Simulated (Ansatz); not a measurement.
Bands of BaZrO$_{3}$

```xyz
5
Lattice="4.1815 0.0000 0.0000 0.0000 4.1815 0.0000 0.0000 0.0000 4.1815" Properties=species:S:1:pos:R:3 pbc="T T T"
Ba    2.0907    2.0907    2.0907
Zr    0.0000    0.0000    0.0000
O     2.0907    0.0000    0.0000
O     0.0000    2.0907    0.0000
O     0.0000    0.0000    2.0907
```

Atoms are numbered in the order listed.

The cell comes from COD entry 1538369, which wasn't checked; take it as a given geometry. It is an old determination, and later ones may differ.

No spin–orbit coupling, which matters for the heavy atoms here.

These are results of DFT, PBE, all-electron LAPW, scalar-relativistic (Ansatz 0.2.0), not measurements.

The runs use a Γ-centred 5×5×5 k mesh, Fermi–Dirac smearing of 0.03 eV, basis error target 0.5 meV/atom, no spin polarisation.

Points in fractions of the reciprocal vectors of this cell: Γ (0, 0, 0), X (0, 0.5, 0), M (0.5, 0.5, 0), R (0.5, 0.5, 0.5). The path joins them by straight lines in the order Γ–X–M–Γ–R–X–R–M; legs that retrace an earlier one aren't tabulated. Energies are in eV from the top of the valence band.

(1) Metal or insulator at this level of theory?

(2) Tabulate bands 37 to 44, counted from the lowest band of the run, along the path.

Answers

(1) An insulator or semiconductor: gap 3.25 eV, indirect from R (0.5, 0.5, 0.5) to Γ.

(2) 
| k (1/Å) | point | band 37 | band 38 | band 39 | band 40 | band 41 | band 42 | band 43 | band 44 |
| --- | --- | --- | --- | --- | --- | --- | --- | --- | --- |
| 0.00 | Γ | -1.01 | -1.01 | -0.19 | -0.19 | -0.19 | 3.25 | 3.25 | 3.25 |
| 0.19 |  | -1.15 | -1.12 | -0.61 | -0.24 | -0.24 | 3.30 | 3.61 | 3.61 |
| 0.38 |  | -1.44 | -1.36 | -1.25 | -0.33 | -0.33 | 3.42 | 4.45 | 4.45 |
| 0.56 |  | -1.66 | -1.63 | -1.57 | -0.39 | -0.39 | 3.56 | 5.35 | 5.35 |
| 0.75 | X | -1.73 | -1.73 | -1.66 | -0.41 | -0.41 | 3.62 | 5.77 | 5.77 |
| 0.94 |  | -1.83 | -1.57 | -0.99 | -0.79 | -0.50 | 3.94 | 5.76 | 5.77 |
| 1.13 |  | -2.07 | -1.29 | -1.09 | -0.64 | -0.44 | 4.69 | 5.75 | 5.95 |
| 1.31 |  | -2.29 | -1.01 | -0.97 | -0.72 | -0.14 | 5.44 | 5.76 | 6.33 |
| 1.50 | M | -2.38 | -0.90 | -0.90 | -0.75 | -0.05 | 5.76 | 5.76 | 6.56 |
| 1.77 |  | -2.21 | -1.18 | -0.93 | -0.70 | -0.20 | 5.42 | 5.43 | 5.97 |
| 2.03 |  | -1.81 | -1.37 | -0.97 | -0.53 | -0.50 | 4.52 | 4.60 | 4.89 |
| 2.30 |  | -1.29 | -0.99 | -0.73 | -0.49 | -0.30 | 3.62 | 3.69 | 3.85 |
| 2.57 | Γ | -1.01 | -1.01 | -0.19 | -0.19 | -0.19 | 3.25 | 3.25 | 3.25 |
| 2.89 |  | -1.55 | -0.87 | -0.86 | -0.55 | -0.55 | 3.90 | 3.90 | 3.91 |
| 3.22 |  | -2.23 | -2.01 | -0.69 | -0.69 | -0.53 | 5.04 | 5.04 | 5.31 |
| 3.54 |  | -2.46 | -2.46 | -0.31 | -0.31 | -0.16 | 6.02 | 6.13 | 6.13 |
| 3.87 | R | -2.49 | -2.49 | 0.00 | 0.00 | 0.00 | 6.10 | 6.10 | 6.10 |
| 4.13 |  | -2.49 | -2.44 | -0.28 | -0.19 | -0.10 | 6.03 | 6.18 | 6.46 |
| 4.40 |  | -2.42 | -1.96 | -0.81 | -0.53 | -0.43 | 5.32 | 5.98 | 6.12 |
| 4.66 |  | -1.85 | -1.02 | -0.98 | -0.94 | -0.81 | 4.21 | 5.76 | 5.80 |
| 4.93 | X | -1.73 | -1.73 | -1.66 | -0.41 | -0.41 | 3.62 | 5.77 | 5.77 |
| 5.99 | R | -2.49 | -2.49 | 0.00 | 0.00 | 0.00 | 6.10 | 6.10 | 6.10 |
| 6.18 |  | -2.47 | -2.47 | -0.15 | -0.15 | -0.01 | 6.18 | 6.18 | 6.18 |
| 6.37 |  | -2.43 | -2.30 | -0.48 | -0.48 | -0.02 | 6.08 | 6.08 | 6.39 |
| 6.55 |  | -2.39 | -1.24 | -0.78 | -0.78 | -0.04 | 5.86 | 5.86 | 6.58 |
| 6.74 | M | -2.38 | -0.90 | -0.90 | -0.75 | -0.05 | 5.76 | 5.76 | 6.56 |
